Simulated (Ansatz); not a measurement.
## ZnPt (P4/mmm): from strained cells to moduli

```xyz
2
Lattice="2.8317 0.0000 0.0000 0.0000 2.8317 0.0000 0.0000 0.0000 3.4812" Properties=species:S:1:pos:R:3 pbc="T T T"
Zn    1.4158    1.4158    1.7406
Pt    0.0000    0.0000    0.0000
```

The conventional cell has a = 2.832 Å, b = 2.832 Å, c = 3.481 Å, α = 90.00°, β = 90.00°, γ = 90.00°. Zn (atom 1) has 8 Pt at 2.65 Å and 4 Zn at 2.83 Å as nearest neighbours. Pt (atom 2) is surrounded by 8 Zn at 2.65 Å and 4 Pt at 2.83 Å.

Level of theory, where no other is named: PBEsol, PAW on Ansatz 0.2.0's default frozen-core files (fitted under PBE), scalar-relativistic. k mesh 16×16×12, Fermi-Dirac smearing of 0.100 eV, cutoff 420 eV. The cell was relaxed by PAW under this functional.

The cell is tetragonal and carries a residual pressure of -0.01 GPa at this level. Each strain component that symmetry leaves independent is applied at ±0.008, the ions relax wherever a strain frees them, and the stress (tension positive, GPa) is read. Shears are engineering strains, γ = 2ε.

| strain | size | σxx | σyy | σzz | σyz | σxz | σxy |
| --- | --- | --- | --- | --- | --- | --- | --- |
| xx | -0.008 | -2.8445 | -0.9045 | -1.3705 | 0.0000 | 0.0000 | 0.0000 |
| xx | +0.008 | 2.5953 | 0.8452 | 1.4019 | 0.0000 | 0.0000 | 0.0000 |
| zz | -0.008 | -1.4416 | -1.4416 | -1.9113 | 0.0000 | 0.0000 | 0.0000 |
| zz | +0.008 | 1.3322 | 1.3322 | 1.9292 | 0.0000 | 0.0000 | 0.0000 |
| yz | -0.008 | -0.0273 | -0.0213 | 0.0245 | -0.7175 | 0.0000 | 0.0000 |
| yz | +0.008 | -0.0273 | -0.0213 | 0.0245 | 0.7175 | 0.0000 | 0.0000 |
| xy | -0.008 | -0.0181 | -0.0181 | 0.0275 | 0.0000 | 0.0000 | -0.4896 |
| xy | +0.008 | -0.0181 | -0.0181 | 0.0275 | 0.0000 | 0.0000 | 0.4896 |

A central difference gives one constant, for example C11 ≈ (2.5953 − (-2.8445))/(0.016) = 340.0 GPa; the program then imposes the crystal's symmetry on the whole matrix.

Q: What are the independent elastic constants?

A: C11 = 340.0, C12 = 109.4, C13 = 173.3, C33 = 240.0, C44 = 89.7, C66 = 61.2 GPa.

Q: Is the crystal stable against homogeneous strain?

A: The least eigenvalue of the 6×6 matrix is 61.2 GPa, so yes.

Q: What moduli does a random aggregate of grains have?

A: Voigt and Reuss bounds: B from 202.3 to 203.6 and G from 68.6 to 79.1 GPa; their means are B = 202.9 and G = 73.8 GPa. Then E = 9BG/(3B + G) = 197.5 GPa, ν = (3B − 2G)/(6B + 2G) = 0.338 and B/G = 2.75, on the ductile side of Pugh's 1.75 (a rule of thumb).

Q: With the density of 15.494 g/cm³, how fast does sound travel, and what Debye temperature follows?

A: 

```json
{"direction": "x", "slow (m/s)": "1987", "middle (m/s)": "2406", "fast (m/s)": "4684"}
{"direction": "y", "slow (m/s)": "1987", "middle (m/s)": "2406", "fast (m/s)": "4684"}
{"direction": "z", "slow (m/s)": "2406", "middle (m/s)": "2406", "fast (m/s)": "3936"}
```

The mean of v⁻³ over directions and branches gives v_m = 2431 m/s and θ_D = (ħ/k_B) v_m (6π²n)^(1/3) = 301 K, n being atoms per volume. Young's modulus spans 106 to 253 GPa over directions, and the universal anisotropy index is 0.77.

Q: How far do the constants move if all-electron PAW (datasets made for the crystal) replaces PAW in the same cell?

A: 

```csv
constant,PAW (GPa),all-electron PAW (datasets made for the crystal) (GPa),difference
C11,340.0,340.1,0.1
C12,109.4,109.3,-0.1
C13,173.3,173.3,0.0
C33,240.0,240.0,0.0
C44,89.7,89.6,-0.1
C66,61.2,61.2,0.0
```

Q: How do the constants change if the ions are clamped to the homogeneous strain?

A: None moves by more than 0.3 GPa: by symmetry a homogeneous strain puts no force on these sites.

Caveats: frozen-core PAW files fitted under PBE, their cores solved anew for the functional of the run; responses of metals move with mesh and smearing; no spin-orbit coupling on heavy atoms.
